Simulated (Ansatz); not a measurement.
Problem. Volume from PBE minus that from r²SCAN (% of the latter), each on its own relaxed cell (Ansatz, a program for electronic structure, plane waves, PAW; no spin–orbit coupling, no Hubbard U), over 75 phases of the class «halides»: what sign and size do you expect?

Solution. Mean 5.9 %, median 4.5 %, mean absolute 5.9 %; eight in ten lie between 2.0 and 11.1 %, and 99 % are above zero.

Some cases that may be named, with their rank among the 75 from the lowest: SrCl2, fluorite 2.0 % (rank 9); LiCl, rock salt 2.2 % (rank 10); KCl, rock salt 4.3 % (rank 36); KBr, rock salt 4.5 % (rank 37); KZnF3, cubic perovskite 6.1 % (rank 52); NaF, rock salt 7.1 % (rank 55).

The phases are those computed here (of each formula those with measured values and the lowest at some level), not a balanced benchmark, and neither functional is the truth. Pairs that end in unlike spin orders or unlike minima (c/a over 6 % apart, 30 % for weakly bound crystals), magnets with 4f shells, solids of gases and phases set aside for tests are left out.

12 of the phases carry moments, in the orders computed and without U. 28 are weakly bound layers, chains or molecules. 10 relaxed far from the usual cell at some level.

All cells were relaxed under the symmetry of their starts (and spin orders); stability against distortions was not tested throughout. Scalar-relativistic: spin–orbit coupling is off unless named, which matters more the heavier the elements.

Potentials: the later of the program's two PAW sets.

Ansatz is a plane-wave DFT program.
